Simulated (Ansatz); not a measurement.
# Property card for MnZn

MnZn:
```
CELL_PARAMETERS angstrom
      0.00000     3.04345     3.04345
      3.04345     0.00000     3.04345
      3.04345     3.04345     0.00000
ATOMIC_POSITIONS crystal
  Zn 0.25000 0.25000 0.25000
  Mn 0.00000 0.00000 0.00000
  Zn 0.75000 0.75000 0.75000
  Mn 0.50000 0.50000 0.50000
```
The run is spin-polarised; directions of the spins, atom by atom: 0 ↑ 0 ↓.

Space group Pm-3m (No. 221), CsCl type; conventional cell a = b = c = 3.0435 Å, α = β = γ = 90.00°.

Method: DFT-r²SCAN in the program Ansatz with PAW potentials. Geometry: relaxed at this level of theory. Other levels are named where they apply.

### Cell and energy

* **Volume per atom**: 14.10 Å³
* **Density**: 7.09 g/cm³
* **Formation energy from the elements (no fitted shifts)**: -0.11 eV/atom

### Electronic structure

* **Electronic character**: metallic (no gap)
* **Density of states at the Fermi level**: 0.37 states/eV per atom (mean over ±0.08 eV)

### Magnetism

- Magnetic order: antiferromagnetic
- Net moment: 0.00 μB per atom

### Mechanics

Bulk modulus (Birch–Murnaghan fit): 93.1 GPa
Pressure derivative B′: 4.7

### Charges

Bader charges: Zn -0.40, Mn +0.40 e

The workflow started from an entry of the Crystallography Open Database (COD). Its standing as an ambient phase is unchecked. The cell was relaxed with r²SCAN under the symmetry of its start, as lowered by the spin order; its stability against distortions is not shown here. Spin order of the final state: antiferromagnetic, chosen from 3 collinear starts compared on coarse meshes (ties went to the first, and starts can fall back to one state), not a proven ground state. The program gave a warning on the electronic state, which may not be the lowest. For itinerant 3d metals, meta-GGAs of the SCAN family and hybrids are commonly reported to give too large moments. Point labels and valley counts follow the cell and symmetry of the run, lower than the named group. The references are the lowest solids computed at this level, not always the standard phases. The manganese reference at this level is a Cmcm phase, not α-Mn.

Potentials: the later of the program's two PAW sets.
